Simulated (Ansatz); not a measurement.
A geometry of PtSe$_{2}$ away from equilibrium: step 2 of the relaxation of a generated cell, PtSe2 placed in the CdI2 structure type. Computed with PBE (plane waves to 420 eV, PAW, scalar-relativistic; Ansatz, an electronic-structure program). Γ-centred k-mesh 7×7×4 on the run's cell (coarser than for final values), Fermi–Dirac smearing 0.05 eV.

```xyz
3
Lattice="3.7275 0.0000 0.0000 -1.8638 3.2281 0.0000 0.0000 0.0000 5.8011" Properties=species:S:1:pos:R:3:forces:R:3 pbc="T T T" free_energy=-23462.328 pressure_GPa=4.2
Pt     0.0000     0.0000     0.0000    0.0000    0.0000    0.0000
Se     0.0000     2.1521     1.2711    0.0000    0.0000    0.5521
Se     1.8638     1.0760     4.5300    0.0000    0.0000   -0.5521
```

Positions in Å, forces in eV/Å, free energy of the cell in eV (comparable only within this code, potentials and settings). Largest force: 0.55 eV/Å, on Se2, Se3 (atoms numbered as listed); the geometry lies 0.01 eV/atom above the end of its relaxation.

No spin polarisation in the result. No dispersion correction is included, so spacings between layers, chains or molecules are soft and tend to come out too large.

The run could not lose the symmetry of its start.
